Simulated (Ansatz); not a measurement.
The cell of Si3O2 is invented: random cell by space group and Wyckoff sites (P4mm, No. 99). The dimensions are guesses.

```yaml
crystal:
  lattice:
    - [4.50122, 0.00000, 0.00000]
    - [0.00000, 4.50122, 0.00000]
    - [0.00000, 0.00000, 3.33570]
  atoms:
    - { symbol: Si, position: [0.50000, 0.50000, 0.47939] }
    - { symbol: Si, position: [0.50000, 0.50000, 0.97837] }
    - { symbol: Si, position: [0.00000, 0.00000, 0.53121] }
    - { symbol: O, position: [0.50000, 0.00000, 0.41683] }
    - { symbol: O, position: [0.00000, 0.50000, 0.41683] }
```

Theory: DFT PBE, scalar-relativistic, plane waves, PAW (Ansatz 0.2.0). Cutoff 420 eV, Gaussian smearing, Γ-centred meshes. Cell and atoms relax first on a coarse mesh and then on a finer one. In between, the cell is made exact in the group found at 0.06 Å. In metals the finer mesh still leaves noise of several meV/atom or more. The steps can't lower the symmetry of their start. No spin polarisation in the relaxation; trial moments died out in a coarse test.

A guess keeps its type if space group and coordination stay and the shape of the cell changes little (axis ratios within about 15 %, angles within 6°); the volume may change.

Task: Does this structure survive the relaxation?

Result: It doesn't keep its type. The symmetry stays P4mm (No. 99). The volume per atom shrinks by 8.0 %, from 13.5 to 12.4 Å³. The shortest distance goes from 1.66 Å (Si–Si) to 1.77 Å (Si–O). The ratio c/a of the conventional cell changes by a factor of 2.19. Counting neighbours within 15 % of an atom's shortest distance, the start has O 4, Si 2/4 and the end O 2, Si 4/5/8. In detail, at the end Si on its first site has 4 O at 1.77 Å and 1 Si at 2.36 Å; Si on its second site has 1 Si at 2.36 Å and 4 Si at 2.57 Å; O has 2 Si at 1.77 Å and 2 Si at 2.32 Å; 1 more site not described.

Space group P4mm (No. 99). a = 3.368 Å, b = 3.368 Å, c = 5.478 Å, α = 90.00°, β = 90.00°, γ = 90.00°
```tsv
atom	site	symmetry	x	y	z
Si	1b	4mm	0.5000	0.5000	0.3315
Si	1b	4mm	0.5000	0.5000	0.8999
Si	1a	4mm	0.0000	0.0000	0.7242
O	2c	2mm.	0.5000	0.0000	0.4336
```

The last run used a 12×12×8 mesh (in the run's order of axes) for its 5-atom cell and Gaussian smearing of 0.10 eV. Symmetry constrained the relaxation, so the result can be a saddle point.

In counts of neighbours, a slash parts the counts of unlike sites.
